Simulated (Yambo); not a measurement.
## Convergence of the G0W0 gap of KCl

G0W0@LDA for KCl (rock salt, space group Fm-3m, No. 225) in Yambo. Reference settings: 4×4×4 Γ-centred k mesh, 136 bands and a 10 Ry block in the screening, 136 bands in G with the Bruneval-Gonze terminator, plasmon pole fitted at 27.2 eV. The LDA gap Γ → Γ on this mesh is 5.12 eV; G0W0 gaps are taken between the same points.

```json
[
 {"change from the reference": "reference settings", "G0W0 gap Γ → Γ (eV)": "8.42", "shift of the valence edge (eV)": "-2.22", "rough Yambo cost": "1"},
 {"change from the reference": "84 bands in G", "G0W0 gap Γ → Γ (eV)": "8.42", "shift of the valence edge (eV)": "-2.21", "rough Yambo cost": "–"},
 {"change from the reference": "58 bands in W", "G0W0 gap Γ → Γ (eV)": "8.36", "shift of the valence edge (eV)": "-2.08", "rough Yambo cost": "within a factor of two"},
 {"change from the reference": "2 Ry block", "G0W0 gap Γ → Γ (eV)": "7.90", "shift of the valence edge (eV)": "-1.76", "rough Yambo cost": "within a factor of two"},
 {"change from the reference": "8 Ry block", "G0W0 gap Γ → Γ (eV)": "8.39", "shift of the valence edge (eV)": "-2.17", "rough Yambo cost": "within a factor of two"},
 {"change from the reference": "44 bands in G, no terminator", "G0W0 gap Γ → Γ (eV)": "8.21", "shift of the valence edge (eV)": "-1.77", "rough Yambo cost": "–"},
 {"change from the reference": "no terminator", "G0W0 gap Γ → Γ (eV)": "8.38", "shift of the valence edge (eV)": "-2.13", "rough Yambo cost": "–"}
]
```

The reference isn't shown to be the converged limit. Costs are rough (shared machines), scaled to the same edge states, and given only for runs that recompute the screening.

Geometry relaxed with LDA; primitive cell a = 4.2959 Å, b = 4.2959 Å, c = 4.2959 Å, α = 60.00°, β = 60.00°, γ = 60.00°.

A shift is the quasiparticle energy of the state minus its LDA energy.
